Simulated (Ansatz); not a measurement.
Relaxed-ion elastic tensor of Sc₂C in space group P-3m1 (No. 164; Sc on 2d, C on 1b) in GPa (Voigt order), PBEsol (plane waves, PAW; program Ansatz); density 3.22 g/cm³, 17.55 Å³ per atom.

```
 191  58.9  16.5   4.9   0.0   0.0
58.9   191  16.5  -4.9   0.0   0.0
16.5  16.5   134   0.0   0.0   0.0
 4.9  -4.9   0.0  -1.9   0.0   0.0
 0.0   0.0   0.0   0.0  -1.9   4.9
 0.0   0.0   0.0   0.0   4.9  66.0
```

Is the crystal mechanically stable?

No: the smallest eigenvalue of C is -2.2 GPa.

The first step of the workflow began from a Materials Project structure, measured or hypothetical; the Crystallography Open Database copy checked does not list it. Whether it is the stable phase at ambient conditions was not checked. Symmetry was held in the PBEsol relaxation. At this level the phase is mechanically unstable. No spin polarisation was allowed. As this level gives no gap, shear constants depend on the k-mesh and smearing (Fermi–Dirac, 0.1 eV here).

Potentials: the later of the program's two PAW sets.
